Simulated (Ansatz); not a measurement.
The start is a relaxed Ta cell, doubled along one cell vector, shaken by Gaussian noise of σ = 0.08 Å a coordinate. The cell and all atomic positions are relaxed at zero pressure with PBEsol (plane waves to 420 eV, PAW, scalar-relativistic; Ansatz, a quantum-chemistry and plane-wave program). The first steps use a coarse 13×7×12 k-mesh.

Starting cell:
```yaml
crystal:
  lattice:
    - [2.85309, 0.00000, 0.00000]
    - [-2.85309, 4.94170, 0.00000]
    - [0.00000, 0.00000, 2.70416]
  atoms:
    - { symbol: Ta, position: [0.00158, 0.99007, 0.06335] }
    - { symbol: Ta, position: [0.99228, 0.48670, 0.95476] }
```

Question: What is the largest force in the starting geometry, and on which atom (counted from 1)?

Answer: 0.80 eV/Å, on Ta1, Ta2 (atoms numbered as listed).

Question: How much energy is released per atom?

Answer: 0.65 eV/atom.

Question: Is the parent structure recovered?

Answer: It does not go back: it reaches Im-3m (No. 229), bcc (W type), 0.72 eV/atom below the parent.

Question: How do the shortest distances between atoms change?

Answer: The closest pairs of elements (up to four, under 3.6 Å), start → end: Ta–Ta 2.70 → 2.84 Å.

Question: Is the relaxed structure metallic? Give its gap.

Answer: No gap (metallic).

Question: Write out the relaxed structure.

Answer: 
```cif
data_Ta2
_chemical_formula_sum 'Ta2'
_space_group_name_H-M_alt 'Im-3m'
_space_group_IT_number 229
_space_group_name_Hall '-I 4 2 3'
_cell_length_a 3.28194
_cell_length_b 3.28194
_cell_length_c 3.28194
_cell_angle_alpha 90.000
_cell_angle_beta 90.000
_cell_angle_gamma 90.000
loop_
_atom_site_label
_atom_site_type_symbol
_atom_site_symmetry_multiplicity
_atom_site_Wyckoff_symbol
_atom_site_fract_x
_atom_site_fract_y
_atom_site_fract_z
_atom_site_occupancy
Ta1 Ta 2 a 0.00000 0.00000 0.00000 1
```
(The calculation used a cell of 1 atom; values per cell refer to that cell.)

Final values are on a 20×20×20 k-mesh of the relaxed cell. No spin polarisation in the result.

The run could not lose the symmetry of its start.

Of the parent cell (P6/mmm (No. 191)): it is a generated cell of Ta: the first start was made by placing the elements on the sites of a structure type, and the end was not matched to a known phase here, so it may be hypothetical. Known forms of Ta include space group No. 229.
